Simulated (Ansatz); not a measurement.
Ansatz run, RbCaSe₂O₈

Input file of Ansatz 0.2.0:

```yaml
crystal:
  lattice:
    - [6.054777, 0.501389, -0.379134]
    - [0.884825, 5.392808, 0.730839]
    - [0.796742, 0.211257, 6.626094]
  atoms:
    - { symbol: Rb, position: [0.466227, 0.892065, 0.750273] }
    - { symbol: O, position: [0.290211, 0.379418, 0.931173] }
    - { symbol: O, position: [0.924643, 0.244443, 0.125535] }
    - { symbol: Ca, position: [0.97515, 0.736137, 0.104185] }
    - { symbol: O, position: [0.687848, 0.35503, 0.520355] }
    - { symbol: O, position: [0.614481, 0.121836, 0.178924] }
    - { symbol: O, position: [0.964399, 0.079678, 0.502783] }
    - { symbol: O, position: [0.383787, 0.82474, 0.225904] }
    - { symbol: Se, position: [0.963136, 0.341892, 0.763901] }
    - { symbol: Se, position: [0.2906, 0.496415, 0.478379] }
    - { symbol: O, position: [0.458875, 0.487786, 0.135375] }
    - { symbol: O, position: [0.91491, 0.729547, 0.520453] }
kpoints:
  mp_grid: { grid: [3, 4, 3], shift: [0.5, 0.5, 0.0] }
magnetization:
  spin_polarized: false
scf:
  occupations: { method: fermi_dirac, width: 0.0172 }
  lower_state_search: "off"
  max_iter: 200
hamiltonian:
  pseudopotentials: { kind: paw }
  xc: pbesol
basis:
  ecutwfc: 420
  fft_grid_basis: typed
output:
  forces: true
  stress: true
  eigenvalues: true
  bader: true
  populations: true
  elf: true
  write_potential: true
  volumetric_format: npy
  dos:
    e_range: [-12, 8]
    de: 0.05
    projected: { site_lists: { Ca: [Ca], O: [O], Rb: [Rb], Se: [Se] } }
checkpoint:
  read: saved_state
```

The run starts from an earlier solution of this cell. 

Parts of the output:

```
Free energy (F): -20320.8491 eV
Harris-Foulkes:  -20320.8491 eV  (|F-HF|=2.67e-8)
Internal energy: -20320.8364 eV  (E = F + TS)
E sigma→0 (E₀):  -20320.8427 eV
Entropy (-TS):   -0.0127 eV (-1.058 meV/atom)
Fermi energy:    3.8103 eV
--- Per-component energies (eV) ---
  E_band       = -1341.0834
  E_kinetic    = 2022.2335
  E_local      = -9844.8333  (includes V_loc(G=0)·N_el)
  E_nonlocal   = -552.7828
  E_hartree    = 4095.3488
  E_xc         = -1028.5188
  E_vxc        = -1215.6023  (∫ρ·V_xc dr)
  E_paw        = -8347.1951  (= ΣΔE_a)
  E_vpaw       = 59.1869  (= ΣTr[D̂ρ^β])
  E_aug_tail   = 0.0162  (compensation charges beyond the density's cutoff)
  E_ewald      = -6667.6465
  E_core_change = 2.5417  (= ΣΔE_core)
  E_smearing   = -0.0127  (= −TS)
--- Stress (GPa, compression-positive) ---
      -16.4035      -1.2459       1.1979
       -1.2459     -15.3587      -1.2900
        1.1979      -1.2900     -13.6190
  P = ⅓ Tr σ = -15.1270 GPa (-151.270 kbar)
--- Löwdin populations: 12 sites ---
  site symbol       q [e]
     0     Rb      8.2270
     1      O      6.5351
     2      O      6.4865
     3     Ca      8.2890
     4      O      6.4167
     5      O      6.3005
     6      O      6.2562
     7      O      6.4646
     8     Se     15.4334
     9     Se     15.4367
    10      O      6.2144
    11      O      6.4786
  spilling = 0.0047 (of n_electrons = 99.0000)
--- Bader charges: 12 sites ---
  site symbol  charge [e]  shift [e]
     0     Rb      0.8475     0.0000
     1      O     -0.6070     0.0000
     2      O     -0.5711     0.0001
     3     Ca      1.6469     0.0000
     4      O     -0.5005     0.0001
     5      O     -0.3316     0.0000
     6      O     -0.3066     0.0000
     7      O     -0.5431     0.0001
     8     Se      0.5967     0.0002
     9     Se      0.6160     0.0002
    10      O     -0.2627     0.0000
    11      O     -0.5846     0.0001
```

Total energies depend on the potentials used, so only differences within one code and one set of settings carry meaning.

Origin: a disordered cell, so it need not be a known compound. Caveats: many states at the Fermi level without spin polarisation, so a magnetic state may lie lower; the k mesh is coarse if the cell is a metal; atoms or cell far from equilibrium.
